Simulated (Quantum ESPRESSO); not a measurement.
Inputs of pw.x and gipaw.x (a modified build of Quantum ESPRESSO, PBE) for ZrO$_{2}$; the starting potential comes from an earlier run on another mesh:

```
&CONTROL
  calculation = 'scf'
  prefix = 'x'
  pseudo_dir = './pseudo'
  outdir = './out'
  tprnfor = .true.
/
&SYSTEM
  ibrav = 0
  nat = 6
  ntyp = 2
  ecutwfc = 45
  ecutrho = 180
  occupations = 'fixed'
  nbnd = 24
/
&ELECTRONS
  conv_thr = 1e-11
  startingpot = 'file'
/
ATOMIC_SPECIES
Zr 91.224 Zr.GGA_PBE-JTH.UPF
O 15.999 O.GGA_PBE-JTH.UPF
CELL_PARAMETERS angstrom
    3.636171700000     0.000000000000     0.000000000000
    0.000000000000     3.636171700000     0.000000000000
    0.000000000000     0.000000000000     5.120656800000
ATOMIC_POSITIONS crystal
Zr     0.000000000000     0.000000000000     0.000000000000
Zr     0.500000000000     0.500000000000     0.500000000000
O      0.000000000000     0.500000000000     0.298922476500
O      0.000000000000     0.500000000000     0.798922476500
O      0.500000000000     0.000000000000     0.201077523500
O      0.500000000000     0.000000000000     0.701077523500
K_POINTS automatic
5 5 4 1 1 1
```

```
&INPUTGIPAW
  job = 'nmr'
  prefix = 'x'
  tmp_dir = './out/'
  restart_mode = 'from_scratch'
  pawproj(1) = .true.
  pawproj(2) = .true.
  use_nmr_macroscopic_shape = .false.
/
```

The cell was made here from a computed Materials Project entry: strained by -2 % along the unique axis and by +1 % across it, atoms relaxed (PBE without dispersion, pw.x of Quantum ESPRESSO, symmetry kept). The parent is ZrO2 in P4₂/nmc. Stability against distortions was not tested. The run has no spin polarisation.

Problem. What does gipaw.x print for the total shieldings?

Solution. 
```
     Total NMR chemical shifts in ppm: ---------------------------------------
     (adopting the Simpson convention for anisotropy and asymmetry)-----------

     Atom  1  Zr  pos: (  0.000000  0.000000  0.000000)  Total sigma:        1701.79
          1759.1265         -0.0000          0.0000
            -0.0000       1759.1265         -0.0000
            -0.0000         -0.0000       1587.1317

     Zr      1    anisotropy:   -171.99    eta:    0.0000

     Atom  2  Zr  pos: (  0.500000  0.500000  0.704127)  Total sigma:        1701.79
          1759.1265          0.0000          0.0000
            -0.0000       1759.1265          0.0000
            -0.0000          0.0000       1587.1317

     Zr      2    anisotropy:   -171.99    eta:    0.0000

     Atom  3  O   pos: (  0.000000  0.500000  0.420959)  Total sigma:        -185.22
          -115.0770          0.0000          0.0000
            -0.0000       -239.3212          0.0000
             0.0000          0.0000       -201.2502

     O       3    anisotropy:    105.21    eta:    0.5428

     Atom  4  O   pos: (  0.000000  0.500000  1.125087)  Total sigma:        -185.22
          -239.3212          0.0000         -0.0000
            -0.0000       -115.0770          0.0000
            -0.0000          0.0000       -201.2502

     O       4    anisotropy:    105.21    eta:    0.5428

     Atom  5  O   pos: (  0.500000  0.000000  0.283168)  Total sigma:        -185.22
          -115.0770         -0.0000         -0.0000
            -0.0000       -239.3212         -0.0000
            -0.0000         -0.0000       -201.2502

     O       5    anisotropy:    105.21    eta:    0.5428

     Atom  6  O   pos: (  0.500000  0.000000  0.987296)  Total sigma:        -185.22
          -239.3212         -0.0000          0.0000
             0.0000       -115.0770         -0.0000
             0.0000         -0.0000       -201.2502

     O       6    anisotropy:    105.21    eta:    0.5428
```
The printed anisotropy is 3/2 (σ_33 − σ_iso) in the program's own order; the axes are left out here. Anisotropies that symmetry doesn't fix are less certain than the isotropic values. Shieldings are absolute and leave out the bulk-susceptibility term; a larger σ means a smaller chemical shift. By our sweeps, such settings leave a few ppm in absolute σ on light atoms and up to some 20 ppm from Zn on. Spin–orbit coupling is left out; its weight grows with the heaviest atom, Zr here. The structure is static (0 K, no zero-point motion).
